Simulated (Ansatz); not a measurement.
Independent-particle absorption of CO₂ (I-42d, a = 3.909 Å, b = 3.909 Å, c = 5.935 Å, α = 90.00°, β = 90.00°, γ = 90.00°), no local fields or excitons, 0.1 eV broadening. Level of theory: DFT r2SCAN, scalar-relativistic, plane waves, PAW in Ansatz 0.2.0.

Settings: cutoff 500 eV, Γ-centred mesh 8×8×8 on the computed 6-atom cell, Gaussian smearing of 0.02 eV; no spin polarisation. The spectrum is summed on a 12×12×12 mesh.

```
CELL_PARAMETERS angstrom
-1.95459 1.95459 2.96725
1.95459 -1.95459 2.96725
1.95459 1.95459 -2.96725
ATOMIC_POSITIONS crystal
C 0.75000 0.25000 0.50000
C 0.00000 0.00000 0.00000
O 0.70761 0.12500 0.08261
O 0.04239 0.62500 0.91739
O 0.37500 0.29239 0.41739
O 0.87500 0.95761 0.58261
```

photon energy (eV), ε2,xx and a bar:
```
      0.0       0.00
      0.4       0.00
      0.8       0.00
      1.2       0.00
      1.6       0.00
      2.0       0.00
      2.4       0.00
      2.8       0.00
      3.2       0.00
      3.6       0.00
      4.0       0.00
      4.4       0.00
      4.8       0.00
      5.2       0.00
      5.6       0.00
      6.0       0.00
      6.4       0.00
      6.8       0.00
      7.2       0.00
      7.6       0.00
      8.0       0.00
      8.4       0.00
      8.8       0.00
      9.2       0.12
      9.6       1.31 ####
     10.0       2.43 ########
     10.4       2.17 #######
     10.8       6.64 ######################
     11.2       8.90 ##############################
     11.6       6.96 #######################
     12.0       4.96 #################
     12.4       3.97 #############
     12.8       2.97 ##########
     13.2       2.21 #######
     13.6       3.22 ###########
     14.0       3.80 #############
```

The strongest peak lies near 11.2 eV. ε∞ (xx, yy, zz) = 3.2, 3.2, 3.1.

This form isn't the usual stable structure of the compound.

Cost: 1 run of about 2.3 core-minutes, on Oxide Virtual Turin-like Processor (Zen 5) (shared hosts).